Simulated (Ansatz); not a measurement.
The start is a generated cell, Sn placed in the trigonal-Se structure type. The structure is fully relaxed (lattice and positions, P = 0) with PBEsol (plane waves to 420 eV, PAW, scalar-relativistic; Ansatz, a quantum-chemistry and plane-wave program). First-step values are on the input's coarse k-mesh.

Ansatz input (later rounds restart from its end on a renewed k-mesh):
Ansatz 0.2 input:
```yaml
crystal:
  lattice:
    - [4.8567949, 0, 0]
    - [-2.4283975, 4.2061078, 0]
    - [0, 0, 5.510196]
  atoms:
    - { symbol: Sn, position: [0.2254, 0, 0.83333333] }
    - { symbol: Sn, position: [0, 0.2254, 0.16666667] }
    - { symbol: Sn, position: [0.7746, 0.7746, 0.5] }
basis: { ecutwfc: 420, ecutrho_ratio: 4, xc_grid: 2, fft_grid_basis: typed }
kpoints: { mp_grid: { grid: [8, 8, 6] } }
hamiltonian:
  xc: pbesol
  dispersion: none
  pseudopotentials: { azcp: { folder: ./paw }, kind: paw }
scf: { occupations: { method: fermi_dirac, width: 0.05 } }
relax: { f_tol: 0.01, max_steps: 100, cell: { stress_tol: 0.02 } }
output: { forces: true, stress: true }
```

Which atoms feel the largest initial force, and how large is it?

2.52 eV/Å, on Sn1, Sn2, Sn3 (atoms numbered as listed).

How does the volume change?

-25.8 %, from 37.52 to 27.86 Å³/atom.

Is the relaxed structure metallic? Give its gap.

Zero (metallic).

Final values are on a 15×15×15 k-mesh of the relaxed cell. No spin polarisation in the result.

The run could not lose the symmetry of its start, so the end can be a saddle point.

The relaxed structure here is a generated cell of Sn: the first start was made by placing the elements on the sites of a structure type, and the end was not matched to a known phase here, so it may be hypothetical. Known forms of Sn include space group No. 141, 227.
